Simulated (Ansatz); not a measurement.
## Trial structures of TePtSe3: starts and ends

These are results of DFT PBE, scalar-relativistic, plane waves, PAW in Ansatz, not measurements. All cells share a 420 eV cutoff and Γ-centred k meshes spaced at most about 0.3 Å⁻¹ (about 0.25 or finer for metals, 2π included). Collinear spin in cells that started with moments and kept them past the coarse steps, no spin elsewhere.

Each guess was relaxed in cell and atoms at zero pressure, within the symmetry of its start. Temperature and zero-point effects are left out. Coordination counts Se atoms around Pt and Te (those within 1.25 times the shortest such distance or 1.15 times the sum of covalent radii; a plus sign parts nearer from farther groups; the shortest distance is added where it is long for a bond).

```tsv
guess	made from	start group	V start (Å³/atom)	end group	V end (Å³/atom)	coordination at the end	gap on mesh (eV)	largest moment (μB)	E over the lowest end (meV/atom)
1	random cell	P4mm	27.3	P4mm	32.4	Te 1+4, Pt 4	0	-	0
2	random cell	Pm-3m	29.0	?	?	?	?	?	?
3	Ag3SI type	R32	26.0	R32	25.2	Te 3, Pt 6	0	-	8
4	random cell	Pm-3m	32.4	Pm-3m (cubic perovskite)	29.6	Te 6, Pt 12 from 3.7 Å	0	0.8	984
5	random cell	R-3m	31.5	R-3m	24.7	Te 6 from 3.1 Å, Pt 6	0	-	154
6	random cell	P4/mmm	30.9	P4/mmm	28.0	Te 4, Pt 8	0	-	228
```

Guess 2 as it starts:

```cif
data_structure
_symmetry_space_group_name_H-M 'Pm-3m'
_symmetry_Int_Tables_number 221
_cell_length_a 5.2532
_cell_length_b 5.2532
_cell_length_c 5.2532
_cell_angle_alpha 90.000
_cell_angle_beta 90.000
_cell_angle_gamma 90.000
_cell_volume 144.97
loop_
_atom_site_label
_atom_site_type_symbol
_atom_site_symmetry_multiplicity
_atom_site_Wyckoff_symbol
_atom_site_fract_x
_atom_site_fract_y
_atom_site_fract_z
_atom_site_occupancy
Te1 Te 1 b 0.50000 0.50000 0.50000 1
Pt1 Pt 1 a 0.00000 0.00000 0.00000 1
Se1 Se 3 d 0.50000 0.00000 0.00000 1
```

Question: Fill in the missing row: what does this guess relax into, and where does it rank?

Answer: It ends in the cubic perovskite type, space group Pm-3m (No. 221), with a = 4.969 Å, 24.5 Å³/atom and no gap, without spin. It lies 189 meV/atom over the lowest end, above guess 5 and below guess 6. Counting Se atoms around Pt and Te, this end has Te 12 from 3.5 Å, Pt 6 and the lowest (guess 1) has Te 1+4, Pt 4.

```
Te Pt Se
1.0
     4.96950    0.00000    0.00000
     0.00000    4.96950    0.00000
     0.00000    0.00000    4.96950
Te Pt Se
1 1 3
Direct
  0.50000 0.50000 0.50000
  0.00000 0.00000 0.00000
  0.50000 0.00000 0.00000
  0.00000 0.50000 0.00000
  0.00000 0.00000 0.50000
```

The zero of energy is the elements' standard structures at the same level; no fitted shifts are applied.

Question: Is the lowest end bound against the elements?

Answer: No: its formation energy is +0.21 eV/atom. It can't be a ground state, since the elements alone are lower.

For metals, differences of a few meV/atom aren't resolved. No dispersion correction is applied, so the spacing and binding between layers, chains or molecules are poorly described (P4mm, P4/mmm), and this can change margins and order among such cells. Spin–orbit coupling, which can matter for Pt and Te, is left out. A magnetic state wasn't ruled out in cells without spin, among them R-3m. The reference forms of Se and Te are held partly by dispersion forces, which this level lacks. Another magnetic order may lie lower. Cells relaxed within their symmetry can be saddle points. A lower structure may well exist outside this small set. Some candidate types were left out of the draw beforehand, so a known form may be missing.
